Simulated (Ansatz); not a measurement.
SnSe (zinc blende, F-43m) at seven volumes, PBEsol (plane waves, PAW; program Ansatz), scaled uniformly. One row is withheld.

```csv
V (Å³/atom),P (GPa)
33.676,3.32
34.786,2.03
35.897,?
37.007,-0.08
38.117,-0.99
39.227,-1.78
40.337,-2.49
```

Q: Fit the shown pressures and predict the withheld one.

A: P = (3/2)B₀(x^(7/2) − x^(5/2))[1 + (3/4)(B′ − 4)(x − 1)] with x = (V₀/V)^(2/3). Least squares on the six rows gives V₀ = 36.900 Å³/atom, B₀ = 31.8 GPa, B′ = 2.89. At V = 35.897, x = 1.0185 and P = 0.91 GPa. The run itself gave 0.92 GPa.

The start of the workflow was typed in or built on a structure type; neither database checked (COD, Materials Project) lists it. It is not the phase usual at ambient conditions (space group No. 62). Symmetry was held in the PBEsol relaxation. At this level the phase is mechanically unstable. Spin–orbit coupling is left out wherever it is not named.

Potentials: the later of the program's two PAW sets.
